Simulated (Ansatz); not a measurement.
Turning moments in Ni3Pt (Pm-3m)

Geometry: a structure from the Materials Project; nothing is relaxed.

Settings: LDA, 9×9×9 k mesh, Fermi–Dirac smearing of 0.05 eV. PAW means Ansatz 0.2.0 on its default frozen-core files. Site moments are integrated in spheres about the atoms.

The reference run was typed so:

```yaml
crystal:
  lattice:
    - [3.62456679, 0.0, 0.0]
    - [0.0, 3.62456679, 0.0]
    - [0.0, 0.0, 3.62456679]
  atoms:
    - { symbol: Ni, position: [0.5, 0.0, 0.5], spin: 0.7, spin_axis: [0.0, 0.0, 1.0] }
    - { symbol: Ni, position: [0.0, 0.5, 0.5], spin: 0.7, spin_axis: [0.0, 0.0, 1.0] }
    - { symbol: Ni, position: [0.5, 0.5, 0.0], spin: 0.7, spin_axis: [0.0, 0.0, 1.0] }
    - { symbol: Pt, position: [0.0, 0.0, 0.0], spin: 0.3, spin_axis: [0.0, 0.0, 1.0] }
magnetization:
  noncollinear: true
kpoints:
  mp_grid: { grid: [9, 9, 9] }
scf:
  occupations: { method: fermi_dirac, width: 0.05 }
  lower_state_search: "off"
hamiltonian:
  xc: lda
  pseudopotentials: { kind: paw }
output:
  eigenvalues: false
```

Command: `ansatz run input.yaml --threads 2 --pin off --max-ram 6144MiB --backend cpu --events-out ev --progress --plain --runs-dir out`

The input for «Ni3 and Pt4 tilted by 50° from z and held» by PAW differs from it in these lines, output keys apart:

```diff
-    - { symbol: Ni, position: [0.5, 0.5, 0.0], spin: 0.7, spin_axis: [0.0, 0.0, 1.0] }
-    - { symbol: Pt, position: [0.0, 0.0, 0.0], spin: 0.3, spin_axis: [0.0, 0.0, 1.0] }
+    - { symbol: Ni, position: [0.5, 0.5, 0.0], spin: 0.7, spin_axis: [0.76604444, 0.0, 0.64278761] }
+    - { symbol: Pt, position: [0.0, 0.0, 0.0], spin: 0.3, spin_axis: [0.76604444, 0.0, 0.64278761] }
+  spin_locking: { lock_directions: true }
+  max_iter: 150
```

The runs use spinors without spin–orbit coupling, and in-plane angles count from x. In the held states a penalty keeps the direction of every atom that starts with a moment, the untilted ones along z, with sizes free, and the energy is taken at the target. Energies count from the run that starts parallel.

```tsv
state	ΔF PAW (meV/atom)	largest moment, PAW (μB)	size of M, PAW (μB/cell)	directions kept
parallel moments on spinors	0.0	0.67	2.26	yes
four moments towards the corners of a tetrahedron	0.0	0.67	2.26	no
in-plane start at Ni1 0°, Ni2 90°, Ni3 270°, Pt4 180°	0.0	0.67	2.26	no
Ni3 and Pt4 tilted by 20° from z and held	+2.6	0.66	2.19	yes
Ni3 and Pt4 tilted by 50° from z and held	?	?	1.66	yes
start Ni1↑ Ni2↑ Ni3↓ Pt4↓ on spinors	0.0	0.67	2.26	no
```

**Question.** What belongs in the row "Ni3 and Pt4 tilted by 50° from z and held", column "largest moment, PAW (μB)"?

**Answer.** 0.58.

**Question.** What belongs in the row "Ni3 and Pt4 tilted by 50° from z and held", column "ΔF PAW (meV/atom)"?

**Answer.** +13.3.

For the state «start Ni1↑ Ni2↑ Ni3↓ Pt4↓ on spinors», by PAW: Site moments (μB): Ni1 (0.00, 0.00, 0.67); Ni2 (0.00, 0.00, 0.67); Ni3 (0.00, 0.00, 0.67); Pt4 (0.00, 0.00, 0.32). Cell moment 2.26 μB.

The PAW files were made with PBE; the program remakes their cores once for the run's functional and then keeps them frozen. The Ansatz runs typed with the search for lower states off end where their start leads. Spin–orbit coupling is left out although heavy atoms are present. The magnetic state is the one that this cell and start allow. It needn't be the compound's measured order, which may need a larger cell or be absent. Left out because they lost a held moment or its direction: PAW, Ni3 and Pt4 tilted by 90° from z and held; PAW, Ni3 and Pt4 tilted by 130° from z and held; PAW, Ni3 and Pt4 tilted by 160° from z and held.
